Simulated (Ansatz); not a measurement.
## The polar optical mode of AlN at 9 GPa, worked through

Level of theory: DFT LDA, scalar-relativistic, plane waves, PAW in Ansatz. Settings: 420 eV plane-wave cutoff, Γ-centred 10×10×10 mesh, fixed occupations. No spin polarisation. Phonons by linear response, acoustic sum rule imposed.

The cell, relaxed at 9 GPa:
Space group F-43m (No. 216). a = 4.285 Å, b = 4.285 Å, c = 4.285 Å, α = 90.00°, β = 90.00°, γ = 90.00°
```csv
atom,site,symmetry,x,y,z
Al,4a,-43m,0.0000,0.0000,0.0000
N,4c,-43m,0.2500,0.2500,0.2500
```

Other phases may be more stable at this pressure.

Linear response gives ν_TO = 702.5 cm⁻¹, Born charges ±2.540 e (positive on Al) and ε∞ = 4.477. The primitive cell holds 19.673 Å³, and the masses are 26.982 and 14.007 amu.

Question: Find ν_LO and the static dielectric constant.

Answer: The long-wave field adds a restoring force: ω_LO² − ω_TO² = Z*²e²/(ε_vac ε∞ μV). In these units ν_LO² − ν_TO² = 4.92064×10⁷ Z*²/(μ V ε∞) cm⁻², with μ = m₁m₂/(m₁ + m₂) = 9.220 amu: 390964 cm⁻². So ν_LO = √(702.5² + 390964) = 940.5 cm⁻¹, and the run gives 940.5. Lyddane–Sachs–Teller then gives ε0 = ε∞ (ν_LO/ν_TO)² = 8.02, against 8.02 in the run (it forms both from the same three quantities, so the match checks the arithmetic only). Between ν_TO and ν_LO the dielectric function is negative and an undamped crystal reflects fully: a reststrahlen band from 10.6 to 14.2 μm.

Question: What do the Clausius–Mossotti polarisability and the Szigeti charge come to?

Answer: With the Lorentz local field, α = (3V/4π)(ε∞ − 1)/(ε∞ + 2) = 2.52 Å³ for the pair, and e_S = 3Z*/(ε∞ + 2) = 1.18 e. The Born charge includes the electrons' response to the dipole's own local field, and e_S takes that enhancement out. The Lorentz field assumes point-like polarisable ions, a poor picture once ε∞ is this large, since the electron clouds then overlap or are shared, so both numbers are formal here.

Question: How strongly does a slow electron couple to the LO mode?

Answer: For one isotropic parabolic band, Fröhlich's constant is α_F = (1/ε∞ − 1/ε0) √(m* Ry/ħω_LO), with Ry = 13.606 eV, ħω_LO = 116.6 meV and m* in free-electron masses: α_F = 0.0987 × 10.80 × √m* = 1.07 √m*. The band mass isn't part of this run; for m* = 0.1, 0.3 and 1 it gives 0.34, 0.58, 1.07. In weak coupling the polaron lies α_F ħω_LO below the band edge (68 meV at m* = 0.3) with a mass m*(1 + α_F/6); past α_F of about 5 or 6 that expansion fails. A semilocal functional's ε∞ tends to be too large, which taken alone lowers α_F.

This zinc-blende form isn't the usual stable structure of the compound at low pressure.

Cost: 1 run of about 0.44 core-minutes, on Arm Neoverse V1 (shared hosts).